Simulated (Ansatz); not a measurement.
Calculated with Ansatz: NiTe2, relaxation

The input file (Ansatz 0.2.0, plane waves):

```yaml
crystal:
  lattice:
    - [3.84019167, 0.0, 0.0]
    - [-1.92009584, 3.32569948, 0.0]
    - [0.0, 0.0, 5.26845255]
  atoms:
    - { symbol: Ni, position: [0.0, 0.0, 0.0], spin: 2, spin_axis: [1.0, 0.0, 0.0] }
    - { symbol: Te, position: [0.33333, 0.66667, 0.25] }
    - { symbol: Te, position: [0.66667, 0.33333, 0.75] }
  symmetry: { tolerance: 0.0003 }
kpoints:
  mp_grid: { grid: [5, 5, 4], shift: [0, 0, 0] }
magnetization:
  noncollinear: true
  spin_orbit: true
scf:
  occupations: { method: cold, width: 0.0796 }
  lower_state_search: "off"
hamiltonian:
  pseudopotentials: { kind: paw_fr }
  xc: pbesol
basis:
  ecutwfc: 420
  fft_grid_basis: typed
relax:
  max_steps: 60
  f_tol: 0.03
output:
  forces: true
  stress: true
  eigenvalues: true
  bader: true
  populations: true
  elf: true
  write_potential: true
  volumetric_format: npy
  dos:
    e_range: [-12, 8]
    de: 0.05
    projected: { site_lists: { Ni: [Ni], Te: [Te] } }
    method: { smearing: { sigma: 0.1, scheme: gaussian } }
checkpoint:
  read: saved_state
```

Run with:

```bash
ansatz run input.yaml --threads 2 --pin off --max-ram 3584MiB --backend cpu --events-out ev --progress --plain --runs-dir out
```

Origin of the cell: a database entry, scaled a little.

The saved state is a converged single point of the same cell.

Steps:

```csv
step,ΔF (meV/atom),max force component (eV/Å),SCF iterations,step was
1,0.0,0.236,17,accepted
2,1.0,0.313,8,rejected
3,-2.1,0.009,8,accepted
```

Step 1, with forces in eV/Å:

```xyz
3
Lattice="3.840 0.000 0.000 -1.920 3.326 0.000 0.000 0.000 5.268" Properties=species:S:1:pos:R:3:forces:R:3 pbc="T T T" step=1
Ni    0.000    0.000    0.000    0.000    0.000    0.000
Te    0.000    2.217    1.317    0.000    0.000   -0.236
Te    1.920    1.109    3.951    0.000    0.000    0.236
```

Step 3, with forces in eV/Å:

```xyz
3
Lattice="3.840 0.000 0.000 -1.920 3.326 0.000 0.000 0.000 5.268" Properties=species:S:1:pos:R:3:forces:R:3 pbc="T T T" step=3
Ni    0.000    0.000    0.000    0.000    0.000    0.000
Te    0.000    2.217    1.292    0.000    0.000   -0.009
Te    1.920    1.109    3.976    0.000    0.000    0.009
```

```
Free energy lowered by  : 2.1 meV/atom
Final pressure          : -0.67 GPa
Relaxation steps listed : 3
```

Caveats: a starting moment was lost; the SCF threshold is looser than advised for a stress; the k mesh is coarse if the cell is a metal; the relaxation held the start's symmetry, so the end may be a saddle point; the run holds no moments, so a magnetic state may lie lower.

The run took 3.7 min on 2 threads of Arm Neoverse N1, on a shared host, peak memory 0.79 GiB, from a saved density.
